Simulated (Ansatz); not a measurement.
Given:

ScAu₄:
```
ScAu4
1.0
   -3.30390     3.30390     2.02822
    3.30390    -3.30390     2.02822
    3.30390     3.30390    -2.02822
Sc Au
1 4
Direct
  0.00000   0.00000   0.00000
  0.20300   0.60223   0.80522
  0.79700   0.39777   0.19478
  0.39777   0.20300   0.60077
  0.60223   0.79700   0.39923
```

This is the r²SCAN-relaxed structure.

**Question.** All from the program Ansatz at the r²SCAN level (PAW), unless another level is named. Estimate the density of states at the Fermi level.

**Answer.** 0.29 states/eV per atom (mean over ±0.08 eV).

**Question.** What about the formation energy from the elements (no fitted shifts)?

**Answer.** -0.59 eV/atom.

Space group I4/m. The first step of the workflow began from a Materials Project structure, measured or hypothetical; the Crystallography Open Database copy checked does not list it. With Sc and Au taken as one species the cell has the higher symmetry Fm-3m, so it may be an ordered model of a mixed-site phase. Whether it is the stable phase at ambient conditions was not checked. Symmetry was held in the r²SCAN relaxation; whether a distortion lowers the energy is not shown. The run is not spin-polarised. The references are the lowest solids computed at this level, not always the standard phases. Scalar-relativistic: spin–orbit coupling is off unless named, which matters more the heavier the elements.

Potentials: the later of the program's two PAW sets.
